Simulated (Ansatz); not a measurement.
YAl₂ (cubic Laves (MgCu2 type), Fd-3m) under volume change, r²SCAN (plane waves, PAW; program Ansatz), scaled uniformly.

```
V (Å³/atom)  E − E(relaxed) (meV/atom)     P (GPa)
-----------  -------------------------  ----------
18.377                            50.6        9.64
18.982                            21.3        5.94
19.588                             5.1        2.75
20.194                             0.0       -0.01
20.800                      (withheld)  (withheld)
21.406                      (withheld)  (withheld)
22.011                            37.7       -6.18
```

### Question
Some entries are withheld; supply them.

### Answer

- 20.800, E − E(relaxed) (meV/atom): 4.6
- 20.800, P (GPa): -2.38
- 21.406, E − E(relaxed) (meV/atom): 17.6
- 21.406, P (GPa): -4.42

### Question
What does a third-order Birch–Murnaghan fit give for V₀, B₀ and B′?

### Answer
V₀ = 20.19 Å³/atom, B₀ = 85.0 GPa, B′ = 3.9.

The workflow started from a Materials Project entry (that database holds measured and hypothetical structures alike); the Crystallography Open Database copy checked does not list it. Its standing as an ambient phase is unchecked. Symmetry was held in the r²SCAN relaxation; whether a distortion lowers the energy is not shown. No spin polarisation was allowed.

Potentials: the later of the program's two PAW sets.
